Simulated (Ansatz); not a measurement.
A geometry of Nb away from equilibrium: step 2 of the relaxation of a relaxed Nb cell displaced along its unstable phonon at q = (½, 0, 0) of its primitive reciprocal cell (140i cm⁻¹), largest move 0.15 Å. Calculation: r2SCAN (plane waves to 500 eV, PAW, scalar-relativistic; Ansatz, a quantum-chemistry and plane-wave program). Γ-centred k-mesh 4×8×12 on the run's cell (coarser than for final values), Fermi–Dirac smearing 0.05 eV.

```
Nb
1.0
    9.66615     0.01141     0.00000
   -2.41160     4.17701     0.00000
    0.00000     0.00000     2.69357
Nb
6
Direct
  0.00000   0.00000   0.99196
  0.50000   0.00000   0.00804
  0.16969   0.66969   0.62941
  0.66969   0.66969   0.37059
  0.33031   0.33031   0.37059
  0.83031   0.33031   0.62941
```

Task: Give the Cartesian forces on all atoms (eV/Å).

Result: 
```tsv
atom	Fx	Fy	Fz
Nb1	0.00	0.00	0.22
Nb2	0.00	0.00	-0.22
Nb3	0.15	0.09	0.04
Nb4	0.15	0.09	-0.04
Nb5	-0.15	-0.09	-0.04
Nb6	-0.15	-0.09	0.04
```

Task: What is the pressure?

Result: +0.8 GPa, compression positive.

Task: How far above the relaxed end point is this geometry?

Result: 0.01 eV/atom; the path ends in Pmmn (No. 59).

No spin polarisation in the result.

The run could not lose the symmetry of its start, so the end can be a saddle point.

The end of the path is a generated cell of Nb: the first start was made by placing the elements on the sites of a structure type, and the end was not matched to a known phase here, so it may be hypothetical. Known forms of Nb include space group No. 229.
